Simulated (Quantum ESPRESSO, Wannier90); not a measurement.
## Wannier functions of Ni2Ge (P6₃/mmc)

Materials Project entry mp-1594; symmetrised, unrelaxed at this level. Not found in the COD (Crystallography Open Database) copy used; not checked further. Computed values, not measurements, from PBEsol: Quantum ESPRESSO (norm-conserving PseudoDojo potentials, cutoff 79 Ry, no spin polarisation, no spin-orbit coupling) on a Γ-centred 4×4×4 mesh, then Wannier90. Density: 12×12×6 mesh, cold smearing 0.01 Ry. A non-magnetic state is assumed; magnetic ones were not tried. Spin-orbit coupling, left out, would split the p-like bands by a few tenths of an eV.

On the energy scale of pw.x, whose zero is arbitrary, the Fermi level lies at 19.01 eV.

Input w.win:

```
num_bands = 10
num_wann = 10
exclude_bands = 1-16,27-90
num_iter = 1000
conv_tol = 1.0e-6
conv_window = 4
write_hr = true
write_u_matrices = true
auto_projections = true
begin unit_cell_cart
ang
    3.9798101896    0.0000000000    0.0000000000
   -1.9899050948    3.4466167264    0.0000000000
    0.0000000000    0.0000000000    5.0238800000
end unit_cell_cart
begin atoms_frac
Ni  -0.3333333333  0.3333333333  0.2500000000
Ni   0.3333333333 -0.3333333333 -0.2500000000
Ni   0.0000000000  0.0000000000  0.0000000000
Ni   0.0000000000  0.0000000000  0.5000000000
Ge  -0.3333333333  0.3333333333 -0.2500000000
Ge   0.3333333333 -0.3333333333  0.2500000000
end atoms_frac
mp_grid = 4 4 4
begin kpoints
0.0000000000 0.0000000000 0.0000000000
0.0000000000 0.0000000000 0.2500000000
0.0000000000 0.0000000000 0.5000000000
... (61 more lines: the 4x4x4 mesh through Gamma)
end kpoints
```

Input of pw2wannier90.x that gives the overlap and projection files (equivalent; here they were cut from one run over all bands):

```
&inputpp
  outdir = './out'
  prefix = 'pwscf'
  seedname = 'w'
  write_amn = .true.
  write_mmn = .true.
  atom_proj = .true.
  atom_proj_exclude = 1 2 3 4 5 6 7 8 9 10 11 12 13 14 15 16 17 18 19 20 21 22 23 24 25 26 27 28 29 30 31 32 33 34 35 36 37 38 39 40 46 47 48 49 55 56 57 58
/
```

Output w.wout (banner and timings cut):

```
                                    ------
                                    SYSTEM
                                    ------

                              Lattice Vectors (Ang)
                    a_1     3.979810   0.000000   0.000000
                    a_2    -1.989905   3.446617   0.000000
                    a_3     0.000000   0.000000   5.023880

                   Unit Cell Volume:      68.91196  (Ang^3)

                        Reciprocal-Space Vectors (Ang^-1)
                    b_1     1.578765   0.911500  -0.000000
                    b_2     0.000000   1.823001   0.000000
                    b_3     0.000000  -0.000000   1.250664

 *----------------------------------------------------------------------------*
 |   Site       Fractional Coordinate          Cartesian Coordinate (Ang)     |
 +----------------------------------------------------------------------------+
 | ni   1  -0.33333   0.33333   0.25000   |   -1.98991   1.14887   1.25597    |
 | ni   2   0.33333  -0.33333  -0.25000   |    1.98991  -1.14887  -1.25597    |
 | ni   3   0.00000   0.00000   0.00000   |    0.00000   0.00000   0.00000    |
 | ni   4   0.00000   0.00000   0.50000   |    0.00000   0.00000   2.51194    |
 | ge   1  -0.33333   0.33333  -0.25000   |   -1.98991   1.14887  -1.25597    |
 | ge   2   0.33333  -0.33333   0.25000   |    1.98991  -1.14887   1.25597    |
 *----------------------------------------------------------------------------*
                                ------------
                                K-POINT GRID
                                ------------

             Grid size =  4 x  4 x  4      Total points =   64

 *---------------------------------- MAIN ------------------------------------*
 |  Number of Wannier Functions               :                10             |
 |  Number of Objective Wannier Functions     :                10             |
 |  Number of input Bloch states              :                10             |
 |  Output verbosity (1=low, 5=high)          :                 1             |
 |  Timing Level (1=low, 5=high)              :                 1             |
 |  Optimisation (0=memory, 3=speed)          :                 3             |
 |  Length Unit                               :               Ang             |
 |  Post-processing setup (write *.nnkp)      :                 F             |
 |  Using Gamma-only branch of algorithms     :                 F             |
 *----------------------------------------------------------------------------*
 *------------------------------- WANNIERISE ---------------------------------*
 |  Total number of iterations                :              1000             |
 |  Number of CG steps before reset           :                 5             |
 |  Trial step length for line search         :             2.000             |
 |  Convergence tolerence                     :         0.100E-05             |
 |  Convergence window                        :                 4             |
 |  Iterations between writing output         :                 1             |
 |  Iterations between backing up to disk     :               100             |
 |  Write r^2_nm to file                      :                 F             |
 |  Write xyz WF centres to file              :                 F             |
 |  Write on-site energies <0n|H|0n> to file  :                 F             |
 |  Use guiding centre to control phases      :                 F             |
 |  Use phases for initial projections        :                 F             |
 *----------------------------------------------------------------------------*
 *-------------------------------- PLOTTING ----------------------------------*
 |  Plotting Hamiltonian in WF basis          :                 T             |
 *----------------------------------------------------------------------------*

 *---------------------------------- K-MESH ----------------------------------*
 +----------------------------------------------------------------------------+
 |                    Distance to Nearest-Neighbour Shells                    |
 |                    ------------------------------------                    |
 |          Shell             Distance (Ang^-1)          Multiplicity         |
 |          -----             -----------------          ------------         |
 |             1                   0.312666                      2            |
 |             2                   0.455750                      6            |
 |             3                   0.552692                     12            |
 |             4                   0.625332                      2            |
 |             5                   0.773788                     12            |
 |             6                   0.789383                      6            |
 |             7                   0.849049                     12            |
 |             8                   0.911500                      6            |
       ... (lines left out)
 +----------------------------------------------------------------------------+
 | The b-vectors are chosen automatically                                     |
 | The following shells are used:                       1,  2                 |
 +----------------------------------------------------------------------------+
 |                        Shell   # Nearest-Neighbours                        |
 |                        -----   --------------------                        |
 |                          1               2                                 |
 |                          2               6                                 |
 +----------------------------------------------------------------------------+
 | Completeness relation is fully satisfied [Eq. (B1), PRB 56, 12847 (1997)]  |
 +----------------------------------------------------------------------------+
 |                  b_k Vectors (Ang^-1) and Weights (Ang^2)                  |
 |                  ----------------------------------------                  |
 |            No.         b_k(x)      b_k(y)      b_k(z)        w_b           |
 |            ---        --------------------------------     --------        |
 |             1         0.000000    0.000000    0.312666     5.114566        |
 |             2         0.000000    0.000000   -0.312666     5.114566        |
 |             3         0.000000    0.455750    0.000000     1.604815        |
 |             4         0.394691    0.227875    0.000000     1.604815        |
 |             5         0.000000   -0.455750    0.000000     1.604815        |
 |             6         0.394691   -0.227875    0.000000     1.604815        |
 |             7        -0.394691   -0.227875    0.000000     1.604815        |
 |             8        -0.394691    0.227875    0.000000     1.604815        |
 +----------------------------------------------------------------------------+
 |                           b_k Directions (Ang^-1)                          |
 |                           -----------------------                          |
 |            No.           x           y           z                         |
 |            ---        --------------------------------                     |
 |             1         0.000000    0.000000    0.312666                     |
 |             2         0.000000    0.455750    0.000000                     |
 |             3         0.394691    0.227875    0.000000                     |
 |             4         0.394691   -0.227875    0.000000                     |
 +----------------------------------------------------------------------------+

 Starting a new Wannier90 calculation ...

 Reading overlaps from w.mmn

 Reading projections from w.amn

 *------------------------------- WANNIERISE ---------------------------------*
 +--------------------------------------------------------------------+<-- CONV
 | Iter  Delta Spread     RMS Gradient      Spread (Ang^2)            |<-- CONV
 +--------------------------------------------------------------------+<-- CONV

 ------------------------------------------------------------------------------
 Initial State
  WF centre and spread    1  ( -1.989905,  1.148872, -1.255970 )     0.28236730
  WF centre and spread    2  ( -1.989905,  1.148938, -1.255970 )     0.28116720
  WF centre and spread    3  ( -1.989905,  1.148806, -1.255970 )     0.28116720
  WF centre and spread    4  ( -1.989905,  1.147809, -1.255970 )     0.28194856
  WF centre and spread    5  ( -1.989905,  1.149936, -1.255970 )     0.28194856
  WF centre and spread    6  (  1.989905, -1.148872,  1.255970 )     0.28236730
  WF centre and spread    7  (  1.989905, -1.148938,  1.255970 )     0.28116720
  WF centre and spread    8  (  1.989905, -1.148806,  1.255970 )     0.28116720
  WF centre and spread    9  (  1.989905, -1.147809,  1.255970 )     0.28194856
  WF centre and spread   10  (  1.989905, -1.149936,  1.255970 )     0.28194856
  Sum of centres and spreads ( -0.000000,  0.000000, -0.000000 )     2.81719763

      0     0.282E+01     0.0000000000        2.8171976285  <-- CONV
        O_D=      0.0000001 O_OD=      0.0012671 O_TOT=      2.8171976 <-- SPRD
 ------------------------------------------------------------------------------
      1    -0.149E-07     0.0001039293        2.8171976136  <-- CONV
        O_D=      0.0000001 O_OD=      0.0012671 O_TOT=      2.8171976 <-- SPRD
      2    -0.258E-09     0.0000184596        2.8171976133  <-- CONV
        O_D=      0.0000001 O_OD=      0.0012671 O_TOT=      2.8171976 <-- SPRD
      3    -0.176E-10     0.0000046653        2.8171976133  <-- CONV
        O_D=      0.0000001 O_OD=      0.0012671 O_TOT=      2.8171976 <-- SPRD
      4    -0.282E-11     0.0000024066        2.8171976133  <-- CONV
        O_D=      0.0000001 O_OD=      0.0012671 O_TOT=      2.8171976 <-- SPRD
             <<<     Delta < 1.000E-06  over  4 iterations     >>>
             <<< Wannierisation convergence criteria satisfied >>>
 Final State
  WF centre and spread    1  ( -1.989905,  1.148872, -1.255970 )     0.28236737
  WF centre and spread    2  ( -1.989905,  1.148938, -1.255970 )     0.28116718
  WF centre and spread    3  ( -1.989905,  1.148806, -1.255970 )     0.28116718
  WF centre and spread    4  ( -1.989905,  1.147809, -1.255970 )     0.28194854
  WF centre and spread    5  ( -1.989905,  1.149936, -1.255970 )     0.28194854
  WF centre and spread    6  (  1.989905, -1.148872,  1.255970 )     0.28236737
  WF centre and spread    7  (  1.989905, -1.148938,  1.255970 )     0.28116718
  WF centre and spread    8  (  1.989905, -1.148806,  1.255970 )     0.28116718
  WF centre and spread    9  (  1.989905, -1.147809,  1.255970 )     0.28194854
  WF centre and spread   10  (  1.989905, -1.149936,  1.255970 )     0.28194854
  Sum of centres and spreads ( -0.000000,  0.000000, -0.000000 )     2.81719761

         Spreads (Ang^2)       Omega I      =     2.815930445
        ================       Omega D      =     0.000000117
                               Omega OD     =     0.001267051
    Final Spread (Ang^2)       Omega Total  =     2.817197613
```
